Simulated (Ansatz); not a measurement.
Structure: an ordered 8-atom cell of CdCP2 on the zincblende lattice (I-42d), at its r2SCAN minimum. Space group I-42d (No. 122), tetragonal; a = 5.496 Å, c = 8.409 Å in the conventional setting, 15.87 Å³ an atom. Cd is surrounded by 4 P at 2.57 Å; P is surrounded by 2 C at 1.93 Å and 2 Cd at 2.57 Å; C is surrounded by 4 P at 1.93 Å.

```cif
data_structure
_symmetry_space_group_name_H-M 'I-42d'
_symmetry_Int_Tables_number 122
_cell_length_a 5.4957
_cell_length_b 5.4957
_cell_length_c 8.4092
_cell_angle_alpha 90.000
_cell_angle_beta 90.000
_cell_angle_gamma 90.000
_cell_volume 253.98
loop_
_atom_site_label
_atom_site_type_symbol
_atom_site_symmetry_multiplicity
_atom_site_Wyckoff_symbol
_atom_site_fract_x
_atom_site_fract_y
_atom_site_fract_z
_atom_site_occupancy
Cd1 Cd 4 a 0.00000 0.00000 0.00000 1
P1 P 8 d 0.34567 0.25000 0.12500 1
C1 C 4 b 0.50000 0.50000 0.00000 1
```

3 runs of the PAW code Ansatz on this cell differ in the functional (and in the settings that go with it). Levels are in eV from each run's valence top; v1 is the last filled band, c1 the first empty one.

Run A, mean stress +1.5 GPa (compression positive):
```
point     v5     v3     v1    c1    c2    c3
    Γ  -2.87  -1.05  -0.09  0.10  0.47  1.87
    X  -3.00  -1.59  -1.05  1.27  1.27  2.31
    P  -2.79  -1.64  -1.20  1.52  1.52  2.00
    N  -3.64  -2.20  -0.45  1.44  2.20  2.84
```

Run B, mean stress -1.3 GPa (compression positive):
```
point     v5     v3     v1    c1    c2    c3
    Γ  -3.14  -1.15  -0.07  0.67  1.21  2.85
    X  -3.27  -1.68  -1.13  2.02  2.02  3.20
    P  -3.05  -1.74  -1.28  2.37  2.37  2.79
    N  -3.99  -2.35  -0.45  2.22  2.99  3.72
```

Run C, mean stress 0.0 GPa (compression positive):
```
point     v5     v3     v1    c1    c2    c3
    Γ  -2.98  -1.07  -0.03  0.31  0.74  2.23
    X  -3.09  -1.63  -1.09  1.54  1.54  2.61
    P  -2.88  -1.67  -1.24  1.85  1.85  2.22
    N  -3.77  -2.26  -0.44  1.68  2.42  3.16
```

Question: Match the runs to PBE, r2SCAN, HSE06.

Answer: A is PBE, B is HSE06, C is r2SCAN. In order of the gap: PBE 0.10, r2SCAN 0.31, HSE06 0.67 eV. The stress vanishes for r2SCAN, which relaxed the cell.

No spin polarisation. The prototype was imposed, so other structures may be more stable.

Spin-orbit coupling is left out.

The program warns that its thresholds are loose for a hybrid's stress.

Gaps or overlaps of about a tenth of an eV are at the limit of these meshes: between the points read a gap can be smaller or closed.

The meshes of the hybrids are coarse, so their gaps aren't converged to the digits shown.
